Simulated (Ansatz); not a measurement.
**Profile along the Os–Os line in Os (hcp, Mg type)**

Os (hcp, Mg type)

```
CELL_PARAMETERS angstrom
      2.73835     0.00000     0.00000
     -1.36917     2.37148     0.00000
      0.00000     0.00000     4.31593
ATOMIC_POSITIONS crystal
  Os 0.33333 0.66667 0.75000
  Os 0.66667 0.33333 0.25000
```

Fields along a shortest Os–Os line of a (0001) plane (2.74 Å), from Os to Os, interpolated on the slice's grid (step about 0.2 Å). The numbers are results of r2SCAN (plane waves to 500 eV, PAW, scalar-relativistic; Ansatz, a program for electronic structure), not measurements. k mesh 19×19×11. These are valence fields of a PAW run, semicore shells included where kept as valence: close to a nucleus they are smooth pseudo fields. Os is run without spin polarisation. Os was relaxed with its symmetry unable to fall. Spin-orbit coupling is left out, though Os is heavy.

```tsv
distance from Os (Å)	valence electron density (e/Å³)	electron localisation function
0.00	7.67	x
0.27	7.82	x
0.55	5.23	0.69
0.82	1.68	0.46
1.10	0.60	0.29
1.37	0.45	0.39
1.64	0.60	0.29
1.92	1.68	0.46
2.19	5.23	0.69
2.47	7.82	x
2.74	7.67	x
```

x: too close to a nucleus for the ELF to mean much.

Density on the Os–Os line (2.74 Å) at its midpoint: 0.45 e/Å³. ELF at that point: 0.39.
